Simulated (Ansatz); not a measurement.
Trial structure of ZnWBr6, not yet relaxed:

```
Zn W Br
1.0
     0.00000    5.41238    5.41238
     5.41238    0.00000    5.41238
     5.41238    5.41238    0.00000
Zn W Br
1 1 6
Direct
  0.50000 0.50000 0.50000
  0.00000 0.00000 0.00000
  0.25006 0.25006 0.74994
  0.74994 0.74994 0.25006
  0.25006 0.74994 0.74994
  0.25006 0.74994 0.25006
  0.74994 0.25006 0.25006
  0.74994 0.25006 0.74994
```

These are results of DFT PBE, scalar-relativistic, plane waves, PAW (Ansatz 0.2.0), not measurements. Plane waves to 420 eV, a k mesh through Γ of 4×4×4 on the computed 8-atom cell and Gaussian smearing (0.10 eV); collinear spin from starting moments 0.0 0.0 0.0 0.0 0.0 0.0 0.0 0.0 μB.

Formation energies are uncorrected and refer to the elements' standard structures at the same level. The references include crystalline Br.

Task: How far from equilibrium is it?

Result: The pressure is -4.2 GPa (it wants to contract), the largest force is 1.04 eV/Å, and the energy is −0.22 eV/atom against the elements. The shortest distance is 2.71 Å.

Task: How much does it gain on relaxing, and where does it end?

Result: Relaxing gains under 0.1 eV/atom (the start's value is from the coarse mesh, so the gain is rough) in 9 ionic steps and ends at −0.31 eV/atom on the finer mesh. The symmetry stays Fm-3m (No. 225). The volume per atom shrinks by 11.3 %, from 39.6 to 35.2 Å³. The shortest distance goes from 2.71 Å (W–Br and Zn–Br) to 2.54 Å (W–Br). Conventional cell: a = 10.401 Å. Zn is surrounded by 6 Br at 2.66 Å; W is surrounded by 6 Br at 2.54 Å; Br has 1 W at 2.54 Å and 1 Zn at 2.66 Å.

The last run used collinear spin, a 6×6×6 mesh for its 8-atom cell and Gaussian smearing of 0.10 eV. Spin–orbit coupling, which can matter for W, is left out. The reference form of Br is held partly by dispersion forces, which this level lacks. The magnetic state reached may not be the lowest. The relaxation can't lower the symmetry of the start. A structure relaxed within its symmetry needn't be a true minimum.
